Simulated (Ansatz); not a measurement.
Calculated quadrupolar parameters for CdSe

The cell is a structure deposited in the COD, its atoms then relaxed with PBE in this cell.

```
CELL_PARAMETERS angstrom
4.30000 0.00000 0.00000
-2.15000 3.72391 0.00000
0.00000 0.00000 7.02000
ATOMIC_POSITIONS crystal
Cd 0.33333 0.66667 0.00486
Cd 0.66667 0.33333 0.50486
Se 0.33333 0.66667 0.38014
Se 0.66667 0.33333 0.88014
```

Sites (sets of like atoms) are named by element and the number of their first atom in this list.

All values are calculated (Ansatz; DFT, PBE, plane waves and PAW, scalar-relativistic, 550 eV cutoff, Γ-centred 8×8×4 k-points, Fermi–Dirac smearing 0.02 eV), not measured.

V_zz is the principal component of the electric field gradient with the largest magnitude, η = (V_xx − V_yy)/V_zz and C_Q = eQV_zz/h.

(1) What field gradients does the calculation give at each kind of site?

Results:

(1) 

```json
{"site": "Cd", "atoms (order as listed)": "1, 2", "first shell": "4 Se at 2.63 Å", "V_xx, V_yy, V_zz (10²¹ V/m²)": "-0.037, -0.037, 0.075", "η": "0.00", "C_Q (MHz)": "–"}
{"site": "Se", "atoms (order as listed)": "3, 4", "first shell": "4 Cd at 2.63 Å", "V_xx, V_yy, V_zz (10²¹ V/m²)": "-0.13, -0.13, 0.27", "η": "0.00", "C_Q (MHz)": "–"}
```

An axis of threefold or higher order runs through Cd and Se, so V_zz lies along it and η is zero.

Cd, Se have no stable isotope with a ground-state quadrupole moment in the table, so no C_Q is given.

Without spin–orbit coupling (the program notes it for Cd) the gradients can shift somewhat, as the gap is small. With a gap of 0.7 eV on this mesh, small gradients can still move by 0.1 × 10²¹ V/m² or more as the k-mesh gets denser.

Hardware: 1 thread of Arm Neoverse V2 (aarch64; 28 cores open to the job, memory cap 3.0 GiB, no GPU), a shared host with a load of 0.8 a core. Wall time 20 s, CPU time 20 s, peak memory 0.48 GiB.
